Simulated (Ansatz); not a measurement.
**Relaxation path: Se (simple hexagonal type)**

DFT, PBEsol, PAW with Ansatz's default frozen-core files, scalar-relativistic (Ansatz 0.2.0); a Γ-centred 19×19×18 k mesh, Fermi–Dirac smearing of 0.05 eV, no spin polarisation. The run relaxes cell and atoms at a target pressure of 450 GPa.

Command: `ansatz run input.yaml --threads 1 --pin off --max-ram 3584MiB --backend cpu --events-out ev --progress --plain --runs-dir out` It took 17 s on 1 thread of Arm Neoverse V2 (shared host), peak memory 0.33 GiB.

```yaml
crystal:
  lattice:
    - [2.1712968528, 0.0, 0.0]
    - [-1.0856484264, 1.8803982337, 0.0]
    - [0.0, 0.0, 2.0410190416]
  atoms:
    - { symbol: Se, position: [0.0, 0.0, 0.0] }
kpoints:
  mp_grid: { grid: [19, 19, 18] }
scf:
  occupations: { method: fermi_dirac, width: 0.05 }
hamiltonian:
  xc: pbesol
  pseudopotentials: { kind: paw }
output:
  forces: true
  stress: true
  eigenvalues: true
  write_density: true
  write_potential: true
  elf: true
  volumetric_format: npy
relax:
  f_tol: 0.005
  max_steps: 40
  cell: { p_target: 450.0, stress_tol: 0.225 }
```

Each step lists its enthalpy F + pV a cell above the last geometry, the pressure, the cell vectors (Å), and Cartesian positions (Å) with forces (eV/Å).

The first step:

```
step 1  dH = 16.65 meV  P = 479.6 GPa
  cell 2.1713 0.0000 0.0000  -1.0856 1.8804 0.0000  0.0000 0.0000 2.0410
  Se 0.0000 0.0000 0.0000   0.0000 0.0000 0.0000
```

The PAW files were made under PBE. At this compression frozen-core PAW has no all-electron check here.

The symmetry of the start is kept and no stability test is made, so the end need not be the stable phase.

Question: Where does the relaxation end, and by which steps?

Answer: After 4 geometries, with conventional a, b, c = 2.190, 2.190, 2.046 Å, at 8.500 Å³/atom (+2.00 % against the start) in space group P6/mmm, with a shortest distance of 2.046 Å. The further steps:
```
step 2  dH = 12.23 meV  P = 425.9 GPa
  cell 2.1989 0.0000 0.0000  -1.0995 1.9043 0.0000  0.0000 0.0000 2.0645
  Se 0.0000 0.0000 0.0000   0.0000 0.0000 0.0000
step 3  dH = 0.13 meV  P = 449.5 GPa
  cell 2.1892 0.0000 0.0000  -1.0946 1.8959 0.0000  0.0000 0.0000 2.0487
  Se 0.0000 0.0000 0.0000   0.0000 0.0000 0.0000
step 4  dH = 0.00 meV  P = 450.1 GPa
  cell 2.1902 0.0000 0.0000  -1.0951 1.8967 0.0000  0.0000 0.0000 2.0462
  Se 0.0000 0.0000 0.0000   0.0000 0.0000 0.0000
step 5  dH = -0.18 meV  P = 450.1 GPa  (same geometry on a basis chosen anew; earlier energies don't compare to the last digit)
  cell 2.1902 0.0000 0.0000  -1.0951 1.8967 0.0000  0.0000 0.0000 2.0462
  Se 0.0000 0.0000 0.0000   0.0000 0.0000 0.0000
```
